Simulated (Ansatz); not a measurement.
Here is the system:

BeS (zinc blende, F-43m), a = b = c = 4.7963 Å, α = β = γ = 90.00°; the cell used has 2 atoms.

This is the LDA-relaxed structure.

**Question.** All from LDA (plane waves, PAW; program Ansatz), unless another level is named. Estimate the formation energy from the elements (no fitted shifts).

**Answer.** -1.15 eV/atom.

**Question.** What about the electron effective mass?

**Answer.** 0.28, 0.28, 0.80 mₑ (principal values).

**Question.** And the conduction-band minimum?

**Answer.** at X (3 equivalent valleys).

Symmetry was held in the LDA relaxation; phonons on a q-mesh show no instability. The references are the lowest solids computed at this level, not always the standard phases.

Potentials: the later of the program's two PAW sets.

Edges and masses are those of Kohn–Sham bands, whose gap is no quasiparticle gap.
